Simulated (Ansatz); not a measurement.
# Ionic part of the dielectric constant of CaO at 20 GPa, mode by mode

These are results of Ansatz 0.2.0, DFT LDA, scalar-relativistic, plane waves, PAW, not measurements. Cutoff 420 eV, 10×10×10 k-points (Γ-centred), fixed occupations. No spin polarisation. Phonons by linear response, acoustic sum rule imposed.

Symmetry: Fm-3m, No. 225, cubic system. Conventional cell: a = 4.524 Å, b = 4.524 Å, c = 4.524 Å, α = 90.00°, β = 90.00°, γ = 90.00°. Ca (site symmetry m-3m) has 6 O at 2.26 Å as nearest neighbours. Around O (site symmetry m-3m) lie 6 Ca at 2.26 Å.

Other phases may be more stable at this pressure.

The primitive cell has V = 23.15 Å³ and ε∞,xx = 3.995. Each polar mode adds Δε = (4.92064×10⁷/V)·S/ν² along x, with S its oscillator strength in e²/amu, ν in cm⁻¹ and V in Å³.

Problem. From these modes, find each Δε and ε0,xx.
```json
{"ν (cm⁻¹)": "377.6", "S_xx (e²/amu)": "0.5198"}
```

Solution.
```json
{"ν (cm⁻¹)": "377.6", "Δε": "7.75"}
```

The sum is 7.748, so ε0,xx = 11.74; the run's tensor has 11.74.

Problem. Where do the longitudinal modes lie for a wave vector along x?

Solution. At 647 cm⁻¹. The Lyddane–Sachs–Teller product Π(ν_LO/ν_TO)² = 2.94 matches ε0/ε∞ = 2.94.

Cost: 1 run of about 0.39 core-minutes, on Arm Neoverse N1 (shared hosts).